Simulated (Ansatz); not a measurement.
Relaxed-ion elastic tensor of Mn₃IrN (anti-perovskite, Pm-3m) in GPa (Voigt order), plane-wave PAW PBEsol (Ansatz code); density 12.04 g/cm³, 10.23 Å³ per atom.

```tsv
	1	2	3	4	5	6
1	642	187	187	0.0	0.0	0.0
2	187	642	187	0.0	0.0	0.0
3	187	187	642	0.0	0.0	0.0
4	0.0	0.0	0.0	177	0.0	0.0
5	0.0	0.0	0.0	0.0	177	0.0
6	0.0	0.0	0.0	0.0	0.0	177
```

**Question.** Is the crystal mechanically stable?

**Answer.** Yes: the smallest eigenvalue of C is 177 GPa.

**Question.** Work out the Voigt, Reuss and Hill averages.

**Answer.** K_V = 339, K_R = 339, K_H = 339; G_V = 197, G_R = 194, G_H = 196 GPa.

**Question.** Give Young's modulus, Poisson's ratio, Pugh's ratio and the universal anisotropy index.

**Answer.** E = 9KG/(3K + G) = 493 GPa; ν = 0.26; K/G = 1.73 (near the Pugh limit of 1.75, no verdict); A_U = 5G_V/G_R + K_V/K_R − 6 = 0.08.

**Question.** Estimate the sound speeds and the Debye temperature.

**Answer.** v_l = √((K + 4G/3)/ρ) = 7060 m/s, v_t = √(G/ρ) = 4030 m/s, mean 4480 m/s; Θ = (h/k)(3n/4πV)^(1/3) v_m = 615 K.

**Question.** Give the Zener ratio and Young's modulus along [100], [110] and [111].

**Answer.** A = 2C44/(C11 − C12) = 0.78; 1/E = S11 − 2(S11 − S12 − S44/2)Γ with Γ = 0, 1/4, 1/3 gives 558, 475, 453 GPa.

The workflow started from an entry of the Crystallography Open Database (COD). Its standing as an ambient phase is unchecked. The cell was relaxed with PBEsol under the symmetry of its start. At this level the phase is dynamically unstable (imaginary phonons). The workflow began spin-polarised and lost its moments. As this level gives no gap, shear constants depend on the k-mesh and smearing (Fermi–Dirac, 0.1 eV here). On the denser mesh and wider smearing of the elastic run this cell carries a stress of 0.5 GPa. Spin–orbit coupling is left out wherever it is not named.

Potentials: the later of the program's two PAW sets.
